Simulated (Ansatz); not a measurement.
The relaxed structure here is a generated cell of ScSi: the first start was made by placing the elements on the sites of a structure type, and the end was not matched to a known phase here, so it may be hypothetical.

A trial cell of ScSi was relaxed with PBE (plane waves to 420 eV, PAW, scalar-relativistic; Ansatz, an electronic-structure program).

Before: P6₃mc (No. 186), hP4; a = b = 3.689 Å, c = 6.042 Å, α = β = 90.00°, γ = 120.00°.

After relaxation:

Simulated powder pattern, Mo Kα, λ = 0.71073 Å (kinematic, ideal powder, no thermal factors, no anomalous dispersion; the 24 strongest lines at most, above 1 %, up to 2θ = 45°):

```
2θ (°)  I/Imax (%)
------  ----------
9.95           100
12.56           15
15.33           42
17.28           91
18.31           38
19.98           15
21.42          3.3
23.18           76
25.28           15
26.53           12
27.65          2.4
30.17           16
30.78           15
30.94          5.0
32.58          6.3
34.00           22
34.97          9.9
35.65           18
36.45          4.3
37.11          4.0
38.38           14
39.75          6.3
41.20          5.5
43.76          8.8
```

Question: Identify the relaxed structure from its pattern: crystal system, space group and cell.

Answer: Hexagonal, P6₃/mmc (No. 194), hP4; a = 4.731 Å, b = 4.731 Å, c = 5.329 Å, α = 90.00°, β = 90.00°, γ = 120.00°. Sites: Sc 2d (0.667, 0.333, 0.250); Si 2c (0.333, 0.667, 0.250).

Question: Index the strongest lines.

Answer: 9.95° (1 0 -1 0), 15.33° (0002), 17.28° (1 1 -2 0), 18.31° (1 0 -1 2), 23.18° (1 1 -2 2).

No spin polarisation in the result.

The run could not lose the symmetry of its start, so the end can be a saddle point.
